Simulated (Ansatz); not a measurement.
BaTiO₃:
```
BaTiO3
1.0
    4.01933     0.00000     0.00000
    0.00000     4.01933     0.00000
    0.00000     0.00000     4.01933
Ba Ti O
1 1 3
Direct
  0.50000   0.50000   0.50000
  0.00000   0.00000   0.00000
  0.00000   0.50000   0.00000
  0.50000   0.00000   0.00000
  0.00000   0.00000   0.50000
```

The program Ansatz at the PBE level (PAW) gives a gap of 1.78 eV without spin–orbit coupling, maximum at R, minimum at Γ.

### Question
What happens when spin–orbit coupling is switched on?

### Answer
The gap shrinks by 0.01 eV, to 1.77 eV; maximum at R, minimum at Γ.

### Question
Give the electron effective mass with spin–orbit coupling, band 1 of 2 at the edge.

### Answer
1.2 along [100], 0.80 along [110], 0.66 along [111] (mₑ).

### Question
Give the electron effective mass with spin–orbit coupling, band 2 of 2 at the edge.

### Answer
0.42 along [100], 0.49 along [110], 0.56 along [111] (mₑ).

Space group Pm-3m (cubic perovskite). This is a known high-temperature phase of the composition, computed here at zero pressure and temperature. The cell was relaxed with PBE under the symmetry of its start. At this level the phase is dynamically unstable (imaginary phonons). No spin polarisation was allowed.

Potentials: the later of the program's two PAW sets.
